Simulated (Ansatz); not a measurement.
MgO:
```cif
data_Mg4O4
_chemical_formula_sum 'Mg4 O4'
_space_group_name_H-M_alt 'Fm-3m'
_space_group_IT_number 225
_space_group_name_Hall '-F 4 2 3'
_cell_length_a 4.21423
_cell_length_b 4.21423
_cell_length_c 4.21423
_cell_angle_alpha 90.000
_cell_angle_beta 90.000
_cell_angle_gamma 90.000
loop_
_atom_site_label
_atom_site_type_symbol
_atom_site_symmetry_multiplicity
_atom_site_Wyckoff_symbol
_atom_site_fract_x
_atom_site_fract_y
_atom_site_fract_z
_atom_site_occupancy
Mg1 Mg 4 a 0.00000 0.00000 0.00000 1
O1 O 4 b 0.50000 0.50000 0.50000 1
```
(The calculation used a cell of 2 atoms; values per cell refer to that cell.)

Relaxed with PBEsol.

Problem. Decompose the optical modes at the zone centre into irreducible representations, and say which are infrared and Raman allowed.

Solution. Point group m-3m: Γ_opt = T1u. Infrared: T1u. Raman: none.

Problem. Assign frequencies (DFPT, the program Ansatz at the PBEsol level (PAW); without the LO–TO term).

Solution. T1u 387 cm⁻¹.

Symmetry was held in the PBEsol relaxation; phonons on a q-mesh show no instability. The volume moved by -16 % from the start of the relaxation.

Potentials: the later of the program's two PAW sets.
